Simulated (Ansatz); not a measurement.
Consider the following.

ScIr₂:
```
CELL_PARAMETERS angstrom
      0.00000     3.66197     3.66197
      3.66197     0.00000     3.66197
      3.66197     3.66197     0.00000
ATOMIC_POSITIONS crystal
  Ir 0.12500 0.12500 0.12500
  Ir 0.62500 0.12500 0.12500
  Ir 0.12500 0.12500 0.62500
  Ir 0.12500 0.62500 0.12500
  Sc 0.50000 0.50000 0.50000
  Sc 0.75000 0.75000 0.75000
```

This is the PBEsol-relaxed structure.

Q: All from the program Ansatz at the PBEsol level (PAW), unless another level is named. Give the formation energy from the elements (no fitted shifts).

A: -0.72 eV/atom.

Q: Give the density of states at the Fermi level.

A: 0.55 states/eV per atom (mean over ±0.08 eV).

Q: Next, the gap with spin–orbit coupling?

A: none (metallic).

Space group Fd-3m (cubic Laves (MgCu2 type)). The workflow started from an entry of the Crystallography Open Database (COD). Its standing as an ambient phase is unchecked. Symmetry was held in the PBEsol relaxation; of distortions, only those at the zone centre were tested, and some modes there are weakly imaginary. The run is not spin-polarised. The references are the lowest solids computed at this level, not always the standard phases. Spin–orbit coupling is left out wherever it is not named.

Potentials: the later of the program's two PAW sets.
